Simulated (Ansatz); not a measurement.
With plane-wave PAW r²SCAN (Ansatz code), MoRu in the L1₀ or tetragonal B2 structure (P4/mmm) relaxes to a = 2.764 Å, c = 3.815 Å. Ru has 12 nearest neighbours from 2.73 Å (cuboctahedral); Mo has 12 nearest neighbours from 2.73 Å (cuboctahedral). Its formation energy from the elements is 0.077 eV/atom, with no fitted shifts.

Electronic character: metallic (no gap). Gap from r²SCAN with spin–orbit coupling: none (metallic).

The bulk modulus is 296 GPa. Bader charges are Ru -0.59, Mo +0.59 e.

The start of the workflow was typed in or built on a structure type; neither database checked (COD, Materials Project) lists it. Its standing as an ambient phase is unchecked. The cell was relaxed with r²SCAN under the symmetry of its start; its stability against distortions is not shown here. The run is not spin-polarised. Axis ratios of metals converge slowly with the k-mesh, so a and c are less sure than the volume. The references are the lowest solids computed at this level, not always the standard phases. Scalar-relativistic: spin–orbit coupling is off unless named, which matters more the heavier the elements.

Potentials: the later of the program's two PAW sets.
